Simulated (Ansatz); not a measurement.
Each is relaxed and computed with plane-wave PAW r²SCAN (Ansatz code). Which is the only metal?
(A) Zr2TlC, P6_3/mmc (Zr on 4f, Tl on 2c, C on 2a)
(B) HfC, zinc blende
(C) SiC3, P-4m2 (C on 1a, C on 2g, Si on 1c)
(D) B4C, Cm (Pearson symbol mS30)

A, Zr2TlC, P6_3/mmc (Zr on 4f, Tl on 2c, C on 2a). Zr2TlC: metal; HfC: gap 0.57 eV (direct); SiC3: gap 1.64 eV (indirect); B4C: gap 3.22 eV (indirect). Typed or built starts, not in the databases checked: HfC, zinc blende; SiC3, P-4m2 (C on 1a, C on 2g, Si on 1c). Not the usual ambient phase: HfC, zinc blende. Standing as an ambient phase not checked: Zr2TlC, P6_3/mmc (Zr on 4f, Tl on 2c, C on 2a); B4C, Cm (Pearson symbol mS30). All cells were relaxed under the symmetry of their starts (and spin orders); stability against distortions was not tested throughout. Named crystals with no word on spin ran without spin polarisation. Spin–orbit coupling is left out wherever it is not named.

Potentials: the earlier of the program's two PAW sets. The files were generated under PBE; for other functionals the program regenerates the frozen cores, and for LDA and PBEsol the local potential too.
